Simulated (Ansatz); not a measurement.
## Structures of InGe2: which is lowest?

Plane-wave DFT in Ansatz with scalar-relativistic PAW potentials, cutoff 420 eV, Γ-centred meshes chosen by cell and gap, Gaussian smearing with energies taken to zero width. Every cell was relaxed (cell and atoms) in a run of its own, within the symmetry of its start. Functional: PBE.

Relaxed structures (starts from databases or built by putting these elements on another compound's sites):
A. Fd-3m, 6 atoms in the computed cell, a = 8.146 Å; sites (symmetry × multiplicity) In -43m × 8, Ge .-3m × 16; start: built
B. Fm-3m, 3 atoms in the computed cell, a = 6.719 Å; sites (symmetry × multiplicity) In m-3m × 4, Ge -43m × 8; start: built

Rank them by energy. Could pressure change the order?

| structure | group | E − E(lowest) (meV/atom) | V (Å³/atom) | gap on mesh (eV) |
| --- | --- | --- | --- | --- |
| A | Fd-3m | 0.0 | 22.52 | 0.00 |
| B | Fm-3m | 87 | 25.27 | 0.00 |

A is lowest, 87 meV/atom under B. The lowest is also the densest of these, so pressure wouldn't bring one of the others in at first order. Other structures may lie lower than all of these, and vibrations aren't counted.